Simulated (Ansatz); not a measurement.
# Li3S2: relaxation step by step

A trial structure of Li3S2 was built thus: random cell by space group and Wyckoff sites (P-6m2, No. 187). Lengths were set from tabulated atomic sizes, so they are only a guess.

```
CELL_PARAMETERS angstrom
5.00056 0.00000 0.00000
-2.50028 4.33061 0.00000
0.00000 0.00000 4.31863
ATOMIC_POSITIONS crystal
Li 0.47404 0.52596 0.00000
Li 0.47404 0.94807 0.00000
Li 0.05193 0.52596 0.00000
S 0.00000 0.00000 0.00000
S 0.66667 0.33333 0.00000
```

These are results of DFT PBE, scalar-relativistic, plane waves, PAW in Ansatz 0.2.0, not measurements. Cutoff 420 eV, Gaussian smearing, Γ-centred meshes. Cell and atoms relax first on a coarse mesh and then on a finer one. In between, the cell is made exact in the group found at 0.06 Å. In metals the finer mesh still leaves noise of several meV/atom or more. The steps can't lower the symmetry of their start. No spin polarisation.

Steps on the 6×6×4 mesh (5 atoms, 17 steps). The free energy counts from the last step; some steps are skipped; the plane-wave basis is renewed at times, which shifts energy and pressure.

| step | ΔF (meV/atom) | V (Å³/atom) | P (GPa) | largest force component (eV/Å) |
| --- | --- | --- | --- | --- |
| 1 | 1175.5 | 18.70 | 28.06 | 5.712 |
| 2 | 754.3 | 20.62 | 17.36 | 3.404 |
| 3 | 467.8 | 22.55 | 8.95 | 0.862 |
| 5 | 266.8 | 25.97 | 2.76 | 0.371 |
| 6 | 214.1 | 26.73 | 0.68 | 0.106 |
| 7 | 175.2 | 26.30 | -0.41 | 0.031 |
| 8 | 133.0 | 25.56 | -1.24 | 0.000 |
| 10 | 54.4 | 22.91 | -1.45 | 0.071 |
| 11 | 21.3 | 21.34 | -0.90 | 0.063 |
| 12 | 15.4 | 20.45 | -0.28 | 0.055 |
| 13 | 15.0 | 20.34 | -0.06 | 0.010 |
| 15 | 0.2 | 20.84 | 0.06 | 0.049 |
| 16 | 0.0 | 21.03 | 0.00 | 0.001 |
| 17 | 0.0 | 21.03 | 0.00 | 0.001 |

The relaxed structure, after a last relaxation on the converged mesh:

Space group P-6m2 (No. 187). a = 6.615 Å, b = 6.615 Å, c = 2.612 Å, α = 90.00°, β = 90.00°, γ = 120.00°
| atom | site | symmetry | x | y | z |
| --- | --- | --- | --- | --- | --- |
| Li | 3j | mm2 | 0.4759 | 0.5241 | 0.0000 |
| S | 1a | -6m2 | 0.0000 | 0.0000 | 0.0000 |
| S | 1e | -6m2 | 0.6667 | 0.3333 | 0.0000 |

The symmetry stays P-6m2 (No. 187). The volume per atom grows by 5.8 %, from 18.7 to 19.8 Å³. The shortest distance goes from 1.67 Å (Li–S) to 2.19 Å (Li–S). The ratio c/a of the conventional cell changes by a factor of 0.46. The energy falls by about 1.2 eV/atom (the start's value is from the coarse mesh). Li has 1 S at 2.19 Å; S on its first site has 2 S at 2.61 Å; S on its second site is surrounded by 3 Li at 2.19 Å and 2 S at 2.61 Å.

For Li3S2, the volume per atom is 19.80 Å³ and the density is 1.42 g/cm³. The formation energy is −0.23 eV/atom and the gap on the 6×6×14 mesh of the 5-atom cell is 0 eV (a metal).

The zero of energy is the elements' standard structures at the same level; no fitted shifts are applied.

The last run used Gaussian smearing of 0.10 eV. An odd number of electrons in the primitive cell allows no gap without spin; a larger cell or a magnetic state could open one. The cell is a metal run without spin; a magnetic state may lie lower. The reference form of S is held partly by dispersion forces, which this level lacks. A structure relaxed within its symmetry needn't be a true minimum. In all, the 4 runs took 100 s on 1 thread of AMD EPYC 7R32 (Zen 2), on a shared host. Another cell of Li3S2 relaxed alike, in Cmmm, lies 0.73 eV/atom lower, so this cell isn't the stable form at this level.
